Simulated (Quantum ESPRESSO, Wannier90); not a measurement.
## BaTiO$_{3}$ (P4mm): Wannier90 run

```xyz
5
Lattice="3.9904 0.0000 0.0000 0.0000 3.9904 0.0000 0.0000 0.0000 4.1027" Properties=species:S:1:pos:R:3 pbc="T T T"
Ba     1.9952     1.9952    -1.7127
Ti     0.0000     0.0000     0.4104
O      0.0000     1.9952     0.2635
O      1.9952     0.0000     0.2635
O      0.0000     0.0000    -1.8504
```

Cell from Materials Project (mp-5986), symmetrised, no further relaxation. COD (Crystallography Open Database) has the formula in 5 space groups, this one among them (matched by group alone). Level: PBEsol, no spin polarisation, no spin-orbit coupling; pw.x of Quantum ESPRESSO at 68 Ry with PseudoDojo potentials, 8×8×8 k-points, Wannier90. Density: 8×8×8 mesh, cold smearing 0.01 Ry. Spin-orbit coupling is left out although heavy elements are present.

A tight-binding model is made by disentanglement and projection with no localisation steps (num_iter = 0), so the 14 orbitals stay atom-like: hydrogen-like Ti: d; O: p, axes along x, y, z; frozen window up to 3.31 eV relative to the valence-band maximum. It follows pw.x to 0.2 meV rms for states up to 2.8 eV relative to the valence-band maximum. Matrix elements depend on this choice of orbitals and windows.

The 45 largest hoppings ⟨m,0|H|n,R⟩ between different sites (one of each Hermitian pair; signs follow the real orbitals' lobes; the list may end inside a set of equal values):

```csv
m,n,R,distance of the centres (Å),t (eV)
Ti2 dz2,O5 pz,0 0 1,1.92,2.643
O3 py,Ti2 dx2-y2,0 0 0,2.00,-1.929
O4 px,Ti2 dx2-y2,0 0 0,2.00,1.929
O3 py,Ti2 dx2-y2,0 1 0,2.00,1.929
O4 px,Ti2 dx2-y2,1 0 0,2.00,-1.929
O5 pz,Ti2 dz2,0 0 0,2.19,-1.712
Ti2 dxz,O5 px,0 0 1,1.84,-1.553
Ti2 dyz,O5 py,0 0 1,1.84,-1.553
O3 px,Ti2 dxy,0 0 0,2.00,-1.114
O4 py,Ti2 dxy,0 0 0,2.00,-1.114
O3 px,Ti2 dxy,0 1 0,2.00,1.114
O4 py,Ti2 dxy,1 0 0,2.00,1.114
O3 pz,Ti2 dyz,0 0 0,2.00,-1.091
O4 pz,Ti2 dxz,0 0 0,2.00,-1.091
O3 pz,Ti2 dyz,0 1 0,2.00,1.091
O4 pz,Ti2 dxz,1 0 0,2.00,1.091
O3 py,Ti2 dz2,0 0 0,2.00,-1.056
O4 px,Ti2 dz2,0 0 0,2.00,-1.056
O3 py,Ti2 dz2,0 1 0,2.00,1.056
O4 px,Ti2 dz2,1 0 0,2.00,1.056
O5 px,Ti2 dxz,0 0 0,2.26,0.643
O5 py,Ti2 dyz,0 0 0,2.26,0.643
O4 px,O3 py,0 0 0,2.82,-0.437
O3 py,O4 px,0 1 0,2.82,0.437
O4 px,O3 py,1 -1 0,2.82,-0.437
O4 px,O3 py,1 0 0,2.82,0.437
O5 pz,O3 py,0 0 0,2.87,0.408
O5 pz,O4 px,0 0 0,2.87,0.408
O3 py,O5 pz,0 1 0,2.87,-0.408
O4 px,O5 pz,1 0 0,2.87,-0.408
O3 py,O5 pz,0 0 1,2.85,-0.401
O4 px,O5 pz,0 0 1,2.85,-0.401
O3 py,O5 pz,0 1 1,2.85,0.401
O4 px,O5 pz,1 0 1,2.85,0.401
O3 py,Ti2 dyz,0 0 0,2.00,-0.346
O4 px,Ti2 dxz,0 0 0,2.00,-0.346
O3 py,Ti2 dyz,0 1 0,2.00,-0.346
O4 px,Ti2 dxz,1 0 0,2.00,-0.346
O3 pz,Ti2 dz2,0 0 0,2.00,0.307
O4 pz,Ti2 dz2,0 0 0,2.00,0.307
O3 pz,Ti2 dz2,0 1 0,2.00,0.307
O4 pz,Ti2 dz2,1 0 0,2.00,0.307
O3 py,O5 py,0 0 1,2.83,0.244
O4 px,O5 px,0 0 1,2.83,0.244
O3 py,O5 py,0 1 1,2.83,0.244
```
